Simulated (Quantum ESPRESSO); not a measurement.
# Planted mistakes on one cell of Al3SiNO5

These are calculations, not measurements. They come from pw.x of Quantum ESPRESSO 7.5, a plane-wave density functional program, with PseudoDojo standard norm-conserving files (v0.5 for PBE, v0.4.1 for LDA and PBEsol). The cells are made up: elements, strain and atom displacements were drawn at random, and nothing was relaxed. There is no spin polarisation, spin-orbit coupling or dispersion term.

The cell has 10 sites of a corundum lattice. Sites 1 to 4 hold Al Si Al Al; sites 5 to 10 hold N O O O O O. Cell vectors in Å: (2.453, 1.416, 4.460); (-2.453, 1.416, 4.460); (0.000, -2.832, 4.460). Settings: PBE, cutoff 1143 eV, 5 x 5 x 5 k mesh shifted by half a step, Fermi-Dirac smearing of 0.025 eV.

The intended run has a self-consistency threshold of 1e-07 eV, a smearing term of 0.000 eV, a pressure of -11.26 GPa and 12 iterations. Each further run changes one thing: all lengths scaled by 0.9882; atoms of sites 2 and 3 exchanged; cutoff 775 eV; files of PBEsol; k mesh 1 x 1 x 1; one electron removed; smearing 0.53 eV; threshold 0.4 eV. A coarse mesh keeps the shift, and a charged cell sits in a uniform background.

```
run  change of free energy (eV)  smearing term -TS (eV)  change of P (GPa)  largest change of a force component (eV/Å)  iterations
  A                      -0.062                  -0.284               0.84                                       0.178          11
  B                       0.053                   0.000               4.60                                       0.123           4
  C                       0.175                   0.000               0.58                                       2.524          11
  D                      -1.773                   0.000              -4.13                                       0.888          13
  E                      -0.159                   0.000               7.02                                       0.270          12
  F                       1.124                   0.000             -12.56                                       0.025          12
  G                       7.098                   0.000              -4.75                                       0.094          12
  H                      -8.031                  -0.015             -22.23                                       1.816          14
```

A rerun of the intended cell at 1437 eV and k mesh 7 x 7 x 7 moved values by no more than 0.003 eV in the cell's energy, 0.03 GPa in stress and 0.002 eV/Å in force.

Question: which change belongs to which run?

## Worked reading

Run B has the fewest iterations, as a run stopped early does. Run A has the largest smearing term, as wide smearing gives. Run E changes the volume by a factor of 0.9650; minus its pressure change over the logarithm of that factor, 197 GPa, is a rough bulk modulus with clamped atoms. Energies from files of another functional, or of a charged cell, have another zero and say nothing on stability; the pressure of a charged cell rests on the program's zero of potential too.

## Key

```
run                            change
  A                  smearing 0.53 eV
  B                  threshold 0.4 eV
  C  atoms of sites 2 and 3 exchanged
  D                  k mesh 1 x 1 x 1
  E      all lengths scaled by 0.9882
  F                     cutoff 775 eV
  G                   files of PBEsol
  H              one electron removed
```